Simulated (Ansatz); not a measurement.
CdSe:
```
CdSe
1.0
    3.48428     2.02398     0.00000
   -3.48428     2.02398     0.00000
   -2.36372     0.00000     6.57075
Cd Se
2 2
Direct
  0.50000   0.00000   0.00000
  0.00000   0.50000   0.50000
  0.28500   0.28500   0.25000
  0.71500   0.71500   0.75000
```

Relaxed with HSE06. Special points in fractions of this cell's reciprocal vectors: Γ (0.000, 0.000, 0.000); C (0.345, 0.345, 0.000); C2 (-0.345, 0.655, 0.000); Y2 (-0.500, 0.500, 0.000); M2 (-0.500, 0.500, 0.500); D (-0.313, 0.687, 0.500); D2 (0.313, 0.313, 0.500); A (0.000, 0.000, 0.500); L2 (0.000, 0.500, 0.500); V2 (0.000, 0.500, 0.000).

Problem. List the band energies nearest the valence-band maximum at these points for HSE06 in the plane-wave PAW code Ansatz.

Solution. In eV from the valence-band maximum; about four levels below and three above (degenerate sets whole), none deeper than 8.9 eV; points with the same levels are listed once.

```json
[
 {"k": "Γ", "below": "-0.77 -0.70 -0.15 -0.13", "above": "1.05 3.74 6.19"},
 {"k": "C", "below": "-3.79 -2.73 -1.90 -1.00", "above": "2.87 3.99 5.81"},
 {"k": "Y2", "below": "-2.36 -2.35 -0.52 -0.11", "above": "0.66 3.66 6.05"},
 {"k": "M2", "below": "-2.38 -2.38 -1.44 -1.44", "above": "2.83 2.83 6.53 6.53"},
 {"k": "D", "below": "-3.11 -3.11 -1.46 -1.46", "above": "3.22 3.22 6.82 6.82"},
 {"k": "A", "below": "-0.69 -0.69 -0.25 -0.25", "above": "3.64 3.64 7.26 7.26"},
 {"k": "L2", "below": "-2.40 -2.34 -0.62 -0.13", "above": "0.85 3.78 6.09"},
 {"k": "V2", "below": "-2.64 -2.02 -1.46 -1.34", "above": "2.77 2.82 6.19"}
]
```

Space group C2/c. The cell is a constructed one: a structure type filled with these elements; neither database checked (COD, Materials Project) lists it. It is not the phase usual at ambient conditions (space group No. 186, 216). The HSE06 relaxation kept the symmetry of its start; its stability against distortions is not shown here. The hybrid was solved on a coarse mesh, the path and, where they were found, the r²SCAN edge points; its band edges are the extreme levels among these. Spin–orbit coupling is left out wherever it is not named.

Potentials: the later of the program's two PAW sets.
